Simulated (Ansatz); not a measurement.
Here is the system:

Ti$_{3}$AlC$_{2}$:
```yaml
crystal:
  lattice:
    - [3.06970, 0.00000, 0.00000]
    - [-1.53485, 2.65844, 0.00000]
    - [0.00000, 0.00000, 18.62980]
  atoms:
    - { symbol: Ti, position: [0.66667, 0.33333, 0.37288] }
    - { symbol: Ti, position: [0.33333, 0.66667, 0.62712] }
    - { symbol: Ti, position: [0.33333, 0.66667, 0.87288] }
    - { symbol: Ti, position: [0.66667, 0.33333, 0.12712] }
    - { symbol: Ti, position: [0.00000, 0.00000, 0.50000] }
    - { symbol: Ti, position: [0.00000, 0.00000, 0.00000] }
    - { symbol: Al, position: [0.00000, 0.00000, 0.75000] }
    - { symbol: Al, position: [0.00000, 0.00000, 0.25000] }
    - { symbol: C, position: [0.33333, 0.66667, 0.43055] }
    - { symbol: C, position: [0.66667, 0.33333, 0.56945] }
    - { symbol: C, position: [0.66667, 0.33333, 0.93055] }
    - { symbol: C, position: [0.33333, 0.66667, 0.06945] }
```

This is the r²SCAN-relaxed structure. x, y and z are the axes in which the lattice vectors are written.

Q: All from plane-wave PAW r²SCAN (Ansatz code), unless another level is named. Estimate the bulk modulus (Birch–Murnaghan fit).

A: 166 GPa.

Q: Next, the elastic constants (relaxed ions, GPa)?

A: C11 = 377, C12 = 80.0, C13 = 71.1, C33 = 319, C44 = 131.

Space group P6_3/mmc. The workflow started from a Materials Project entry (that database holds measured and hypothetical structures alike); the Crystallography Open Database files this formula in space group No. 194, but the cells were not matched. Its standing as an ambient phase is unchecked. The cell was relaxed with r²SCAN under the symmetry of its start; whether a distortion lowers the energy is not shown. The run is not spin-polarised. As this level gives no gap, shear constants depend on the k-mesh and smearing (Fermi–Dirac, 0.1 eV here).

Potentials: the earlier of the program's two PAW sets. The files were generated under PBE; for other functionals the program regenerates the frozen cores, and for LDA and PBEsol the local potential too.
